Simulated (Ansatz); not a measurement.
**Electric field gradients in HgPd**

These are results of DFT LDA, scalar-relativistic, plane waves, PAW in Ansatz, not measurements. Plane waves to 420 eV; Γ-centred k mesh 14×14×12; Fermi-Dirac smearing of 0.15 eV. No spin polarisation.

Relaxed structure:
```
CELL_PARAMETERS angstrom
2.99158 0.00000 0.00000
0.00000 2.99158 0.00000
0.00000 0.00000 3.67548
ATOMIC_POSITIONS crystal
Hg 0.00000 0.00000 0.00000
Pd 0.50000 0.50000 0.50000
```

In a metal these results depend on the k mesh and the smearing. Spin–orbit coupling is left out, which matters for gradients at heavy nuclei.

**Question.** Give V_zz (10²¹ V/m²) and the asymmetry η at each distinct site.

**Answer.**
```tsv
atom	V_zz	η
Hg (atom 1)	-8.91	0.00
Pd (atom 2)	2.73	0.00
```

Cost: 1 run of about 0.1 core-minutes, on Arm Neoverse V2 (shared hosts).